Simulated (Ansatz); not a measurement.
Polymorphs of InGaAs2, each relaxed with plane-wave PAW r²SCAN (Ansatz code):

A: P-4m2
a = 4.1532 Å, b = 4.1532 Å, c = 5.9194 Å, α = 90.00°, β = 90.00°, γ = 90.00°

| atom | site | symmetry | x | y | z |
|---|---|---|---|---|---|
| In | 1d | -4m2 | 0.0000 | 0.0000 | 0.5000 |
| Ga | 1b | -4m2 | 0.5000 | 0.5000 | 0.0000 |
| As | 2g | 2mm. | 0.0000 | 0.5000 | 0.2301 |

B: R3m
a = b = 4.164 Å, c = 20.472 Å, α = β = 90.00°, γ = 120.00°

| atom | site | symmetry | x | y | z |
|---|---|---|---|---|---|
| In | 3a | 3m | 0.0000 | 0.0000 | 0.3755 |
| Ga | 3a | 3m | 0.0000 | 0.0000 | 0.8752 |
| As | 3a | 3m | 0.0000 | 0.0000 | 0.9947 |
| As | 3a | 3m | 0.0000 | 0.0000 | 0.5046 |

Order them by energy per atom at 0 K (lowest first) at the level r²SCAN.

A (+0 meV/atom), B (+10 meV/atom)

Give each one's gap.

A 0.30 eV; B 0.12 eV.

Standing as an ambient phase not checked: A; B. Perhaps ordered models of mixed-site phases: A; B. All cells were relaxed under the symmetry of their starts (and spin orders); stability against distortions was not tested throughout. Spin–orbit coupling is left out wherever it is not named.

Energies hold the estimated change up to a 700 eV cutoff; steps of a few meV lie near the error of the meshes.

Potentials: the later of the program's two PAW sets.
